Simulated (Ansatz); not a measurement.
Computed with DFT PBE, scalar-relativistic, plane waves, PAW (Ansatz). Settings: cutoff 420 eV, Γ-centred meshes spaced at most about 0.3 Å⁻¹, and about 0.25 Å⁻¹ or finer for metals (2π included), Gaussian smearing. No spin polarisation in the final relaxations.

These are static total energies at zero pressure.

Two forms of Mg3SeS2 were relaxed alike.

A.

Space group P6/mmm (No. 191). a = 7.855 Å, b = 7.855 Å, c = 3.938 Å, α = 90.00°, β = 90.00°, γ = 120.00°
```json
{"atom": "Mg", "site": "3f", "symmetry": "mmm", "x": "0.5000", "y": "0.0000", "z": "0.0000"}
{"atom": "Se", "site": "1b", "symmetry": "6/mmm", "x": "0.0000", "y": "0.0000", "z": "0.5000"}
{"atom": "S", "site": "2c", "symmetry": "-6m2", "x": "0.3333", "y": "0.6667", "z": "0.0000"}
```

B.

Space group Fmmm (No. 69). a = 5.463 Å, b = 9.831 Å, c = 12.749 Å, α = 90.00°, β = 90.00°, γ = 90.00°
| atom | site | symmetry | x | y | z |
| --- | --- | --- | --- | --- | --- |
| Mg | 8i | mm2 | 0.5000 | 0.0000 | 0.7078 |
| Mg | 4b | mmm | 0.5000 | 0.0000 | 0.0000 |
| Se | 4a | mmm | 0.0000 | 0.0000 | 0.0000 |
| S | 8h | m2m | 0.5000 | 0.7526 | 0.0000 |

Task: Which would you expect to be lower, and how large is the difference?

Result: A is lower, by 210 meV/atom. A has space group P6/mmm (No. 191), 35.1 Å³/atom and no gap on its mesh; B has space group Fmmm (No. 69), 28.5 Å³/atom and no gap. Counting S or Se atoms around Mg (for each partner element, those within 1.25 times its shortest distance or 1.15 times the sum of covalent radii, where it is the nearest in units of that sum or under 1.3; a slash parts the counts of unlike sites), A has Mg 2 and B has Mg 1/4. Both come from invented guesses. A third cell relaxed alike, in P-3m1, lies 1.12 eV/atom below the lower of the two.

No dispersion correction is applied, so the spacing and binding between layers, chains or molecules are poorly described (P6/mmm), and this can change margins and order among such cells. The zero gap of P6/mmm may come from the functional, which often closes small gaps. Se stands nearly free of neighbours here, and without spin polarisation the energy of such atoms comes out too high. Cells relaxed within their symmetry can be saddle points.
